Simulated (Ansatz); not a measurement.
**Two states of Ti$_{2}$SnHgS$_{4}$**

```
Sn S Ti Hg
1.0
     0.00000    5.66664    0.00000
     5.66664    0.00000    0.00000
     2.83332    2.83332   -5.55013
Sn S Ti Hg
1 4 2 1
Direct
  0.50000 0.50000 0.00000
  0.39730 0.39730 0.72360
  0.60270 0.12090 0.27640
  0.87910 0.87910 0.72360
  0.12090 0.60270 0.27640
  0.75000 0.25000 0.50000
  0.25000 0.75000 0.50000
  0.00000 0.00000 0.00000
```

Level: r2SCAN; 500 eV; 5×5×5 Γ-centred mesh; fermi-dirac occupations (width 0.1 eV); Ansatz 0.2.0, fixed geometry.

State A: Ti6 up, Ti7 down (collinear spin). State B: Ti6 up, Ti7 up (collinear spin).

Compare the two self-consistent states.

State B is lower by 15.3 meV an atom at zero smearing; in free energy at this smearing B lies -14.3 meV an atom from A.

```tsv
state	free energy (meV/atom)	largest moment in a small sphere (μB)	net moment (μB/cell)	gap on mesh (eV)	pressure (GPa)	largest force (eV/Å)
A	14.3	0.89	0.00	metal	9.1	1.12
B	0.0	1.10	3.26	metal	9.4	1.18
```

Origin: a known structure type with other elements, at an estimated volume, so it need not be a known compound.
